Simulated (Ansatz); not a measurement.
Values for one crystal, relaxed and computed with r²SCAN in the plane-wave PAW code Ansatz; other levels are named.

- Volume per atom = 17.37 Å³
- Electronic character = metallic (no gap)
- Formation energy from the elements (no fitted shifts) = -1.19 eV/atom
- Density of states at the Fermi level = 0.06 states/eV per atom (mean over ±0.08 eV)

Q: Which of these materials gives this?
(A) TiSeS, P3m1 (Ti on 1b, Se on 1c, S on 1a)
(B) ZrGeSe, P4/nmm (Zr on 2c, Ge on 2a, Se on 2c)
(C) Y3GeS2, P-3m1 (Y on 2d, Y on 1b, Ge on 1a, S on 2d)
(D) HfGeS, P4/nmm (Hf on 2c, Ge on 2a, S on 2c)

A: D, HfGeS, P4/nmm (Hf on 2c, Ge on 2a, S on 2c)

The first step of the workflow began from a Materials Project structure, measured or hypothetical; the Crystallography Open Database files this formula in space group No. 129, but the cells were not matched. Whether it is the stable phase at ambient conditions was not checked. Symmetry was held in the r²SCAN relaxation; its stability against distortions is not shown here. No spin polarisation was allowed. The references are the lowest solids computed at this level, not always the standard phases. Spin–orbit coupling is left out wherever it is not named.

Potentials: the later of the program's two PAW sets.
